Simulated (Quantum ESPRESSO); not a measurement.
# In3TiO5N: one run as intended and one with a planted mistake

Computed values, not a measurement. The program is pw.x of Quantum ESPRESSO 7.5 (plane-wave density functional theory). The cell is made up: 10 atoms on a corundum lattice, with randomly drawn elements, strain and displacements, not relaxed. PseudoDojo standard norm-conserving files (v0.5 for PBE, v0.4.1 for LDA and PBEsol) set the functional; there is no spin polarisation, spin-orbit coupling or dispersion term, and the masses in the input are unused placeholders.

Intended input:

```
&control calculation='scf', pseudo_dir='./dojo.nc.sr.pbe.v0_5.standard.upf', outdir='./o', disk_io='low', tprnfor=.true., tstress=.true. /
&system ibrav=0, nat=10, ntyp=4, nbnd=49, ecutwfc=84.00895049, nosym=.true., tot_charge=0,
 occupations='smearing', smearing='fd', degauss=0.0018374661
/
&electrons conv_thr=7.350e-09, electron_maxstep=60, /
ATOMIC_SPECIES
In 1.0 In.upf
N 1.0 N.upf
O 1.0 O.upf
Ti 1.0 Ti.upf
CELL_PARAMETERS angstrom
2.7401 1.6096 4.9397
-2.7458 1.6204 4.9394
0.0065 -3.2277 4.9388
ATOMIC_POSITIONS angstrom
In -0.0083 -0.142 5.2741
In 0.0891 -0.0786 2.1394
In 0.0636 -0.0876 9.5915
Ti -0.0317 -0.0508 12.5927
O -1.1401 1.7795 8.6552
O -0.8647 -1.7508 8.5137
O 2.0421 0.1085 8.592
N 0.9576 -1.6279 6.0569
O 0.7099 1.7799 6.1415
O -1.9061 -0.1278 6.1484
K_POINTS automatic
5 5 5 1 1 1
```

The log is shortened where brackets say so; the opening notice, blank lines, dates and the lines on written files are dropped, and the path of the files is cut. It prints rydbergs, bohrs and kilobars, and counts compression as positive stress.

Log of the intended run:

```
     Program PWSCF v.7.5
     Parallel version (MPI & OpenMP), running on       4 processor cores
     Number of MPI processes:                 4
     Threads/MPI process:                     1
     [start-up lines left out]
     bravais-lattice index     =            0
     lattice parameter (alat)  =      11.0996  a.u.
     unit-cell volume          =     885.5147 (a.u.)^3
     number of atoms/cell      =           10
     number of atomic types    =            4
     number of electrons       =        86.00
     number of Kohn-Sham states=           49
     kinetic-energy cutoff     =      84.0090  Ry
     charge density cutoff     =     336.0358  Ry
     scf convergence threshold =      7.3E-09
     mixing beta               =       0.7000
     number of iterations used =            8  plain     mixing
     Exchange-correlation= PBE
                           (   1   4   3   4   0   0   0)
     [axes and pseudopotential details left out]
   Cartesian axes
     site n.     atom                  positions (alat units)
         1        In     tau(   1) = (  -0.0014131  -0.0241758   0.8979277  )
         2        In     tau(   2) = (   0.0151695  -0.0133818   0.3642378  )
         3        In     tau(   3) = (   0.0108280  -0.0149141   1.6329750  )
         4        Ti     tau(   4) = (  -0.0053970  -0.0086488   2.1439362  )
         5        O      tau(   5) = (  -0.1941046   0.3029640   1.4735677  )
         6        O      tau(   6) = (  -0.1472172  -0.2980777   1.4494770  )
         7        O      tau(   7) = (   0.3476722   0.0184724   1.4628078  )
         8        N      tau(   8) = (   0.1630336  -0.2771537   1.0312012  )
         9        O      tau(   9) = (   0.1208621   0.3030321   1.0456045  )
        10        O      tau(  10) = (  -0.3245179  -0.0217582   1.0467793  )
     number of k points=    63  Fermi-Dirac smearing, width (Ry)=  0.0018
                       cart. coord. in units 2pi/alat
        k(    1) = (  -0.0000065  -0.0000184   0.1189164), wk =   0.0320000
        k(    2) = (  -0.0004885  -0.2426085   0.1982316), wk =   0.0320000
     [further k points left out]
     Dense  grid:    92201 G-vectors     FFT dimensions: (  72,  72,  72)
     Estimated max dynamical RAM per process >     285.10 MB
     Estimated total dynamical RAM >       1.05 GB
     Initial potential from superposition of free atoms
     starting charge      85.9867, renormalised to      86.0000
     Starting wfcs are   61 randomized atomic wfcs
     total cpu time spent up to now is        8.4 secs
     per-process dynamical memory:   234.5 Mb
     Self-consistent Calculation
     iteration #  1     ecut=    84.01 Ry     beta= 0.70
     Davidson diagonalization with overlap
     ethr =  1.00E-02,  avg # of iterations =  2.0
     total cpu time spent up to now is       21.6 secs
     total energy              =    -701.64850137 Ry
     estimated scf accuracy    <       3.86971688 Ry
     iteration #  2     ecut=    84.01 Ry     beta= 0.70
     Davidson diagonalization with overlap
     ethr =  4.50E-03,  avg # of iterations =  6.1
     total cpu time spent up to now is       41.8 secs
     total energy              =    -697.75959305 Ry
     estimated scf accuracy    <      51.32231069 Ry
     [iterations 3 to 14 left out]
     iteration # 15     ecut=    84.01 Ry     beta= 0.70
     Davidson diagonalization with overlap
     ethr =  1.62E-10,  avg # of iterations =  4.9
     total cpu time spent up to now is      243.8 secs
     total energy              =    -703.76518695 Ry
     estimated scf accuracy    <       0.00000003 Ry
     iteration # 16     ecut=    84.01 Ry     beta= 0.70
     Davidson diagonalization with overlap
     ethr =  3.25E-11,  avg # of iterations =  2.0
     total cpu time spent up to now is      257.5 secs
     End of self-consistent calculation
     [lines on levels left out]
!    total energy              =    -703.76518695 Ry
     estimated scf accuracy    <          6.2E-09 Ry
     smearing contrib. (-TS)   =      -0.00000000 Ry
     internal energy E=F+TS    =    -703.76518695 Ry
     The total energy is F=E-TS. E is the sum of the following terms:
     one-electron contribution =    -180.03582408 Ry
     hartree contribution      =     153.30718768 Ry
     xc contribution           =    -185.72567390 Ry
     ewald contribution        =    -491.31087664 Ry
     convergence has been achieved in  16 iterations
     Forces acting on atoms (cartesian axes, Ry/au):
     atom    1 type  1   force =    -0.01743618    0.10249268   -0.01178441
     atom    2 type  1   force =    -0.04047716    0.05918381   -0.03811301
     atom    3 type  1   force =    -0.05471967    0.01520240   -0.02643950
     atom    4 type  4   force =    -0.01285777   -0.01397710    0.01220531
     atom    5 type  3   force =     0.08690859    0.04617315   -0.03694040
     atom    6 type  3   force =    -0.07636757   -0.01144996   -0.02351654
     atom    7 type  3   force =    -0.01513828   -0.06411619   -0.03827726
     atom    8 type  2   force =     0.15048834   -0.08101735    0.08625386
     atom    9 type  3   force =     0.00881487    0.01397626    0.06399709
     atom   10 type  3   force =    -0.02921516   -0.06646770    0.01261486
     Total force =     0.302979     Total SCF correction =     0.000180
     Computing stress (Cartesian axis) and pressure
          total   stress  (Ry/bohr**3)                   (kbar)     P=      -29.25
  -0.00031675  -0.00020365   0.00009815          -46.60      -29.96       14.44
  -0.00020365  -0.00014678  -0.00009406          -29.96      -21.59      -13.84
   0.00009815  -0.00009406  -0.00013295           14.44      -13.84      -19.56
     init_run     :      7.70s CPU      8.07s WALL (       1 calls)
     electrons    :    247.79s CPU    249.25s WALL (       1 calls)
     forces       :      1.87s CPU      1.93s WALL (       1 calls)
     stress       :      6.01s CPU      6.05s WALL (       1 calls)
     [timing details left out]
     PWSCF        :   4m23.70s CPU   4m25.73s WALL
     JOB DONE.
```

A second run has one planted mistake: the plane-wave cutoff is too low. The input lines that differ, file-writing options aside:

```
- &system ibrav=0, nat=10, ntyp=4, nbnd=49, ecutwfc=84.00895049, nosym=.true., tot_charge=0,
+ &system ibrav=0, nat=10, ntyp=4, nbnd=49, ecutwfc=45.34866356, nosym=.true., tot_charge=0,
```

Its log:

```
     Program PWSCF v.7.5
     Parallel version (MPI & OpenMP), running on       4 processor cores
     Number of MPI processes:                 4
     Threads/MPI process:                     1
     [start-up lines left out]
     bravais-lattice index     =            0
     lattice parameter (alat)  =      11.0996  a.u.
     unit-cell volume          =     885.5147 (a.u.)^3
     number of atoms/cell      =           10
     number of atomic types    =            4
     number of electrons       =        86.00
     number of Kohn-Sham states=           49
     kinetic-energy cutoff     =      45.3487  Ry
     charge density cutoff     =     181.3947  Ry
     scf convergence threshold =      7.3E-09
     mixing beta               =       0.7000
     number of iterations used =            8  plain     mixing
     Exchange-correlation= PBE
                           (   1   4   3   4   0   0   0)
     [axes and pseudopotential details left out]
   Cartesian axes
     site n.     atom                  positions (alat units)
         1        In     tau(   1) = (  -0.0014131  -0.0241758   0.8979277  )
         2        In     tau(   2) = (   0.0151695  -0.0133818   0.3642378  )
         3        In     tau(   3) = (   0.0108280  -0.0149141   1.6329750  )
         4        Ti     tau(   4) = (  -0.0053970  -0.0086488   2.1439362  )
         5        O      tau(   5) = (  -0.1941046   0.3029640   1.4735677  )
         6        O      tau(   6) = (  -0.1472172  -0.2980777   1.4494770  )
         7        O      tau(   7) = (   0.3476722   0.0184724   1.4628078  )
         8        N      tau(   8) = (   0.1630336  -0.2771537   1.0312012  )
         9        O      tau(   9) = (   0.1208621   0.3030321   1.0456045  )
        10        O      tau(  10) = (  -0.3245179  -0.0217582   1.0467793  )
     number of k points=    63  Fermi-Dirac smearing, width (Ry)=  0.0018
                       cart. coord. in units 2pi/alat
        k(    1) = (  -0.0000065  -0.0000184   0.1189164), wk =   0.0320000
        k(    2) = (  -0.0004885  -0.2426085   0.1982316), wk =   0.0320000
     [further k points left out]
     Dense  grid:    36547 G-vectors     FFT dimensions: (  48,  48,  48)
     Estimated max dynamical RAM per process >     112.82 MB
     Estimated total dynamical RAM >     424.52 MB
     Check: negative core charge=   -0.000215
     Initial potential from superposition of free atoms
     starting charge      85.9867, renormalised to      86.0000
     Starting wfcs are   61 randomized atomic wfcs
     total cpu time spent up to now is        4.0 secs
     per-process dynamical memory:    95.6 Mb
     Self-consistent Calculation
     iteration #  1     ecut=    45.35 Ry     beta= 0.70
     Davidson diagonalization with overlap
     ethr =  1.00E-02,  avg # of iterations =  2.0
     total cpu time spent up to now is        9.5 secs
     total energy              =    -700.99251959 Ry
     estimated scf accuracy    <       3.41740713 Ry
     iteration #  2     ecut=    45.35 Ry     beta= 0.70
     Davidson diagonalization with overlap
     ethr =  3.97E-03,  avg # of iterations =  6.5
     total cpu time spent up to now is       17.7 secs
     total energy              =    -697.09385884 Ry
     estimated scf accuracy    <      46.51286648 Ry
     [iterations 3 to 14 left out]
     iteration # 15     ecut=    45.35 Ry     beta= 0.70
     Davidson diagonalization with overlap
     ethr =  1.96E-10,  avg # of iterations =  2.5
     total cpu time spent up to now is       97.0 secs
     total energy              =    -702.80640092 Ry
     estimated scf accuracy    <       0.00000004 Ry
     iteration # 16     ecut=    45.35 Ry     beta= 0.70
     Davidson diagonalization with overlap
     ethr =  5.22E-11,  avg # of iterations =  2.0
     total cpu time spent up to now is      101.9 secs
     End of self-consistent calculation
     [lines on levels left out]
!    total energy              =    -702.80640092 Ry
     estimated scf accuracy    <          6.1E-09 Ry
     smearing contrib. (-TS)   =      -0.00000000 Ry
     internal energy E=F+TS    =    -702.80640092 Ry
     The total energy is F=E-TS. E is the sum of the following terms:
     one-electron contribution =    -178.12164993 Ry
     hartree contribution      =     151.99941815 Ry
     xc contribution           =    -185.37329249 Ry
     ewald contribution        =    -491.31087665 Ry
     convergence has been achieved in  16 iterations
     Forces acting on atoms (cartesian axes, Ry/au):
     atom    1 type  1   force =    -0.02021678    0.10149999   -0.00901142
     atom    2 type  1   force =    -0.03759850    0.05926622   -0.04371355
     atom    3 type  1   force =    -0.05699306    0.01594973   -0.02601841
     atom    4 type  4   force =    -0.00598212   -0.01003271    0.00039151
     atom    5 type  3   force =     0.08581435    0.04287246   -0.03401971
     atom    6 type  3   force =    -0.07878404   -0.01659599   -0.02305907
     atom    7 type  3   force =    -0.01297073   -0.06994211   -0.04466919
     atom    8 type  2   force =     0.15063254   -0.08138121    0.08769463
     atom    9 type  3   force =     0.00668954    0.02362003    0.07189153
     atom   10 type  3   force =    -0.03059121   -0.06525641    0.02051369
     Total force =     0.307837     Total SCF correction =     0.000239
     Computing stress (Cartesian axis) and pressure
          total   stress  (Ry/bohr**3)                   (kbar)     P=     -869.94
  -0.00604253  -0.00021351   0.00008717         -888.89      -31.41       12.82
  -0.00021351  -0.00583076  -0.00008189          -31.41     -857.73      -12.05
   0.00008717  -0.00008189  -0.00586795           12.82      -12.05     -863.20
     init_run     :      3.56s CPU      3.85s WALL (       1 calls)
     electrons    :     96.06s CPU     97.91s WALL (       1 calls)
     forces       :      0.75s CPU      0.76s WALL (       1 calls)
     stress       :      2.52s CPU      2.53s WALL (       1 calls)
     [timing details left out]
     PWSCF        :   1m43.03s CPU   1m45.25s WALL
     JOB DONE.
```

```
                                            intended run  run with the mistake
                          free energy (eV)     -9575.213             -9562.168
                    smearing term -TS (eV)        0.0000                0.0000
                            pressure (GPa)         -2.92                -86.99
            largest force component (eV/Å)         3.869                 3.873
largest change of a force component (eV/Å)                               0.304
                                iterations            16                    16
```

For scale, a rerun of the intended cell at 1437 eV and a 7 x 7 x 7 mesh moved values by no more than 0.003 eV in energy, 0.03 GPa in stress and 0.002 eV/Å in force.